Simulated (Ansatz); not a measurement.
Al (diamond, Fd-3m) at seven volumes, PBEsol in the plane-wave PAW code Ansatz, scaled uniformly. One row is withheld.

```tsv
V (Å³/atom)	P (GPa)
24.553	4.52
25.362	2.78
26.172	1.29
26.981	0.00
27.790	-1.11
28.600	?
29.409	-2.89
```

### Question
Fit the shown pressures and predict the withheld one.

### Answer
P = (3/2)B₀(x^(7/2) − x^(5/2))[1 + (3/4)(B′ − 4)(x − 1)] with x = (V₀/V)^(2/3). Least squares on the six rows gives V₀ = 26.981 Å³/atom, B₀ = 39.8 GPa, B′ = 3.95. At V = 28.600, x = 0.9619 and P = -2.07 GPa. The run itself gave -2.07 GPa.

The start of the workflow was typed in or built on a structure type; neither database checked (COD, Materials Project) lists it. It is not the phase usual at ambient conditions (space group No. 225). Symmetry was held in the PBEsol relaxation. At this level the phase is mechanically unstable.

Potentials: the later of the program's two PAW sets.
